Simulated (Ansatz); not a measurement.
BeS:
```
BeS
1.0
    2.89473     0.00000     0.00000
    0.00000     2.89473     0.00000
    0.00000     0.00000     2.89473
Be S
1 1
Direct
  0.00000   0.00000   0.00000
  0.50000   0.50000   0.50000
```

Relaxed with PBEsol.

List the phonon frequencies at the special points (DFPT on a 4×4×4 q-mesh, Fourier-interpolated; plane-wave PAW PBEsol (Ansatz code)).

In cm⁻¹; no LO–TO term at Γ, as the run had none.

```json
[
 {"q": "Γ", "frequencies": "308i 308i 308i 0 0 0"},
 {"q": "X", "frequencies": "334i 334i 138i 138i 101 283"},
 {"q": "M", "frequencies": "529i 325i 289i 289i 236 236"},
 {"q": "R", "frequencies": "126 126 126 162 162 162"}
]
```

Space group Pm-3m (CsCl type). The cell is a constructed one: a structure type filled with these elements; neither database checked (COD, Materials Project) lists it. COD files the formula under space group No. 216, so this cell is another polymorph or a model. Its standing as an ambient phase is unchecked. The PBEsol relaxation kept the symmetry of its start. At this level the phase is dynamically unstable (imaginary phonons). As this level gives no gap, phonon frequencies hold no LO–TO term and depend on the k-mesh and smearing (Fermi–Dirac, 0.1 eV here).

Potentials: the later of the program's two PAW sets.
